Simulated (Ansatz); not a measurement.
Input, command and steps of an Ansatz relaxation.

```yaml
crystal:
  lattice:
    - [5.0577715991, 0.0, 0.0]
    - [0.0, 5.0577715991, 0.0]
    - [0.0, 0.0, 3.6248816996]
  atoms:
    - { symbol: Be, position: [0.7179124613, 0.2820875387, 0.2820875387] }
    - { symbol: Be, position: [0.2820875387, 0.7179124613, 0.2820875387] }
    - { symbol: Be, position: [0.2179124613, 0.2179124613, 0.7820875387] }
    - { symbol: Be, position: [0.7820875387, 0.7820875387, 0.7820875387] }
    - { symbol: Tl, position: [0.0, 0.0, 0.3333333333] }
    - { symbol: Tl, position: [0.5, 0.5, 0.8333333333] }
basis:
  ecutwfc: 420
kpoints:
  mp_grid: { grid: [4, 4, 6] }
hamiltonian:
  xc: pbe
scf:
  occupations: { method: gaussian, width: 0.1 }
  lower_state_search: "off"
output:
  forces: true
  stress: true
  eigenvalues: true
relax:
  adjacent_minimum: "off"
  f_tol: 0.04
  max_steps: 70
  cell: { stress_tol: 0.4 }
```

```bash
ansatz run input.yaml --threads 1 --pin off --max-ram 2560MiB --backend cpu --events-out ev --progress --plain --runs-dir out
```

All numbers below come from DFT PBE, scalar-relativistic, plane waves, PAW (Ansatz).

Of 11 frames 9 are shown, positions in Å and forces in eV/Å; the SCF threshold varies from step to step. Steps run on the plane waves of an earlier cell, with a Pulay correction in the pressure. The basis is chosen afresh for the last frame, the zero of the energies, and at times for earlier ones too; energy and pressure step there, also at an unchanged geometry. Here that happened at step 9 (-5 meV/atom, 0.4 GPa); the frames before carry an error of that size.

```xyz
6
Lattice="5.0578 0.0000 0.0000 0.0000 5.0578 0.0000 0.0000 0.0000 3.6249" Properties=species:S:1:pos:R:3:forces:R:3 pbc="T T T" step=1 free_energy_over_end_meV_per_atom=659.04 pressure_GPa=26.97
Be    3.6310    1.4267    1.0225   -2.3126    2.3126    0.5669
Be    1.4267    3.6310    1.0225    2.3126   -2.3126    0.5669
Be    1.1022    1.1022    2.8350   -2.3126   -2.3126    0.5669
Be    3.9556    3.9556    2.8350    2.3126    2.3126    0.5669
Tl    0.0000    0.0000    1.2083    0.0000    0.0000   -1.1337
Tl    2.5289    2.5289    3.0207    0.0000    0.0000   -1.1337
6
Lattice="5.2838 0.0000 0.0000 0.0000 5.2838 0.0000 0.0000 0.0000 3.8014" Properties=species:S:1:pos:R:3:forces:R:3 pbc="T T T" step=2 free_energy_over_end_meV_per_atom=262.66 pressure_GPa=8.08
Be    3.7218    1.5621    1.1032   -0.8592    0.8592    0.3892
Be    1.5621    3.7218    1.1032    0.8592   -0.8592    0.3892
Be    1.0799    1.0799    3.0039   -0.8592   -0.8592    0.3892
Be    4.2040    4.2040    3.0039    0.8592    0.8592    0.3892
Tl    0.0000    0.0000    1.2055    0.0000    0.0000   -0.7785
Tl    2.6419    2.6419    3.1062    0.0000    0.0000   -0.7785
6
Lattice="5.2842 0.0000 0.0000 0.0000 5.2842 0.0000 0.0000 0.0000 3.9780" Properties=species:S:1:pos:R:3:forces:R:3 pbc="T T T" step=3 free_energy_over_end_meV_per_atom=151.45 pressure_GPa=2.96
Be    3.6465    1.6377    1.1903   -0.5129    0.5129   -0.0025
Be    1.6377    3.6465    1.1903    0.5129   -0.5129   -0.0025
Be    1.0044    1.0044    3.1793   -0.5129   -0.5129   -0.0025
Be    4.2798    4.2798    3.1793    0.5129    0.5129   -0.0025
Tl    0.0000    0.0000    1.1898    0.0000    0.0000    0.0049
Tl    2.6421    2.6421    3.1788    0.0000    0.0000    0.0049
6
Lattice="5.2027 0.0000 0.0000 0.0000 5.2027 0.0000 0.0000 0.0000 4.1556" Properties=species:S:1:pos:R:3:forces:R:3 pbc="T T T" step=4 free_energy_over_end_meV_per_atom=80.60 pressure_GPa=0.56
Be    3.5161    1.6866    1.2560   -0.4732    0.4732   -0.2066
Be    1.6866    3.5161    1.2560    0.4732   -0.4732   -0.2066
Be    0.9148    0.9148    3.3338   -0.4732   -0.4732   -0.2066
Be    4.2880    4.2880    3.3338    0.4732    0.4732   -0.2066
Tl    0.0000    0.0000    1.2176    0.0000    0.0000    0.4133
Tl    2.6014    2.6014    3.2954    0.0000    0.0000    0.4133
6
Lattice="5.0543 0.0000 0.0000 0.0000 5.0543 0.0000 0.0000 0.0000 4.3342" Properties=species:S:1:pos:R:3:forces:R:3 pbc="T T T" step=5 free_energy_over_end_meV_per_atom=14.92 pressure_GPa=-0.30
Be    3.3347    1.7196    1.3141   -0.1572    0.1572   -0.3202
Be    1.7196    3.3347    1.3141    0.1572   -0.1572   -0.3202
Be    0.8076    0.8076    3.4812   -0.1572   -0.1572   -0.3202
Be    4.2467    4.2467    3.4812    0.1572    0.1572   -0.3202
Tl    0.0000    0.0000    1.2617    0.0000    0.0000    0.6404
Tl    2.5271    2.5271    3.4288    0.0000    0.0000    0.6404
6
Lattice="4.9908 0.0000 0.0000 0.0000 4.9908 0.0000 0.0000 0.0000 4.3887" Properties=species:S:1:pos:R:3:forces:R:3 pbc="T T T" step=7 free_energy_over_end_meV_per_atom=5.07 pressure_GPa=-0.20
Be    3.2720    1.7188    1.3128   -0.0252    0.0252    0.0035
Be    1.7188    3.2720    1.3128    0.0252   -0.0252    0.0035
Be    0.7766    0.7766    3.5071   -0.0252   -0.0252    0.0035
Be    4.2142    4.2142    3.5071    0.0252    0.0252    0.0035
Tl    0.0000    0.0000    1.3134    0.0000    0.0000   -0.0069
Tl    2.4954    2.4954    3.5077    0.0000    0.0000   -0.0069
6
Lattice="4.9946 0.0000 0.0000 0.0000 4.9946 0.0000 0.0000 0.0000 4.3759" Properties=species:S:1:pos:R:3:forces:R:3 pbc="T T T" step=8 free_energy_over_end_meV_per_atom=4.85 pressure_GPa=-0.02
Be    3.2749    1.7197    1.3090   -0.0190    0.0190    0.0026
Be    1.7197    3.2749    1.3090    0.0190   -0.0190    0.0026
Be    0.7776    0.7776    3.4970   -0.0190   -0.0190    0.0026
Be    4.2170    4.2170    3.4970    0.0190    0.0190    0.0026
Tl    0.0000    0.0000    1.3094    0.0000    0.0000   -0.0052
Tl    2.4973    2.4973    3.4974    0.0000    0.0000   -0.0052
6
Lattice="4.9946 0.0000 0.0000 0.0000 4.9946 0.0000 0.0000 0.0000 4.3759" Properties=species:S:1:pos:R:3:forces:R:3 pbc="T T T" step=9 free_energy_over_end_meV_per_atom=0.22 pressure_GPa=0.35
Be    3.2749    1.7197    1.3090   -0.0216    0.0216    0.0026
Be    1.7197    3.2749    1.3090    0.0216   -0.0216    0.0026
Be    0.7776    0.7776    3.4970   -0.0216   -0.0216    0.0026
Be    4.2170    4.2170    3.4970    0.0216    0.0216    0.0026
Tl    0.0000    0.0000    1.3094    0.0000    0.0000   -0.0051
Tl    2.4973    2.4973    3.4974    0.0000    0.0000   -0.0051
6
Lattice="4.9963 0.0000 0.0000 0.0000 4.9963 0.0000 0.0000 0.0000 4.3906" Properties=species:S:1:pos:R:3:forces:R:3 pbc="T T T" step=11 free_energy_over_end_meV_per_atom=0.00 pressure_GPa=0.08
Be    3.2731    1.7232    1.3135   -0.0045    0.0045   -0.0002
Be    1.7232    3.2731    1.3135    0.0045   -0.0045   -0.0002
Be    0.7749    0.7749    3.5088   -0.0045   -0.0045   -0.0002
Be    4.2213    4.2213    3.5088    0.0045    0.0045   -0.0002
Tl    0.0000    0.0000    1.3135    0.0000    0.0000    0.0004
Tl    2.4981    2.4981    3.5088    0.0000    0.0000    0.0004
```

The start is a random arrangement. At the end the space group is P4_2/mnm (tolerance 0.05 Å).

Time: 110 s on 1 thread of AMD EPYC 7R43 64-Core Processor (Zen 3), with other jobs on the host, peak memory 0.41 GiB.

The k mesh is coarse. Spin–orbit coupling is left out, which can shift energies with elements as heavy as these.